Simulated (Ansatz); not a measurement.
**Kick test of a cell of RbNbTe₂**

It was reached by relaxing an invented guess, and it needn't be the stable form of this composition.

Level of theory: DFT PBE, scalar-relativistic, plane waves, PAW (Ansatz). Settings: cutoff 420 eV, Γ-centred mesh 12×12×4 on the computed 4-atom cell, Gaussian smearing of 0.02 eV; no spin polarisation.

The cell below (4 atoms, space group P-6m2 (No. 187)) is relaxed within its symmetry.

```
Rb Nb Te
1.0
     3.89312    0.00000    0.00000
    -1.94656    3.37154    0.00000
     0.00000    0.00000    9.11565
Rb Nb Te
1 1 2
Direct
  0.33333 0.66667 0.50000
  0.33333 0.66667 0.00000
  0.66667 0.33333 0.19098
  0.66667 0.33333 0.80902
```

For the test a repeat of it with 8 atoms (edges 3.89, 3.89, 18.23 Å) was strained at random (σ = 1.5 % a component), the atoms were moved at random (σ = 0.05 Å), and all was relaxed again on a coarse 6×6×1 mesh (in the run’s order of axes) with 0.10 eV smearing, with no symmetry imposed.

These runs have no spin–orbit coupling, which can matter for Te.

Question: What happens?

Answer: It returns, within 1 meV/atom of the unmoved cell on that mesh and with the same symmetry when read at 0.1 Å (P1 at 0.01 Å, so small strains and shifts remain). So it is stable against the distortions that fit this cell and that this random move excites. Modes that don't fit the cell aren't tested.
